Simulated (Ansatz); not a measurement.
**Question.** Bi (A7 (α-As type), R-3m) is relaxed with PBE in the plane-wave PAW code Ansatz. What lattice parameters of the conventional cell result?

**Answer.** a = 4.583 Å, c = 12.166 Å.

**Question.** Give the free coordinates with the occupied sites.

**Answer.** In one choice of origin and axes:

| atom | site | symmetry | x | y | z |
|---|---|---|---|---|---|
| Bi | 6c | 3m | 0.0000 | 0.0000 | 0.2337 |

The cell was relaxed with PBE under the symmetry of its start. Axis ratios of metals converge slowly with the k-mesh, so a and c are less sure than the volume. Spin–orbit coupling is left out wherever it is not named.

Potentials: the earlier of the program's two PAW sets.
